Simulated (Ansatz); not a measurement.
Relaxed-ion elastic tensor of MgO (rock salt, space group No. 225) in GPa (Voigt order), the program Ansatz at the PBE level (PAW); density 3.48 g/cm³, 9.62 Å³ per atom.

```
 267  89.9  89.9   0.0   0.0   0.0
89.9   267  89.9   0.0   0.0   0.0
89.9  89.9   267   0.0   0.0   0.0
 0.0   0.0   0.0   141   0.0   0.0
 0.0   0.0   0.0   0.0   141   0.0
 0.0   0.0   0.0   0.0   0.0   141
```

Question: Is the crystal mechanically stable?

Answer: Yes: the smallest eigenvalue of C is 141 GPa.

Question: Work out the Voigt, Reuss and Hill averages.

Answer: K_V = 149, K_R = 149, K_H = 149; G_V = 120, G_R = 114, G_H = 117 GPa.

Question: Give Young's modulus, Poisson's ratio, Pugh's ratio and the universal anisotropy index.

Answer: E = 9KG/(3K + G) = 278 GPa; ν = 0.19; K/G = 1.27 (brittle by the Pugh limit of 1.75); A_U = 5G_V/G_R + K_V/K_R − 6 = 0.27.

Question: Estimate the sound speeds and the Debye temperature.

Answer: v_l = √((K + 4G/3)/ρ) = 9370 m/s, v_t = √(G/ρ) = 5800 m/s, mean 6400 m/s; Θ = (h/k)(3n/4πV)^(1/3) v_m = 896 K.

Question: Give the Zener ratio and Young's modulus along [100], [110] and [111].

Answer: A = 2C44/(C11 − C12) = 1.59; 1/E = S11 − 2(S11 − S12 − S44/2)Γ with Γ = 0, 1/4, 1/3 gives 222, 289, 322 GPa.

Space group Fm-3m (rock salt). The cell was relaxed with PBE under the symmetry of its start; phonons on a q-mesh show no instability.

Potentials: the later of the program's two PAW sets.
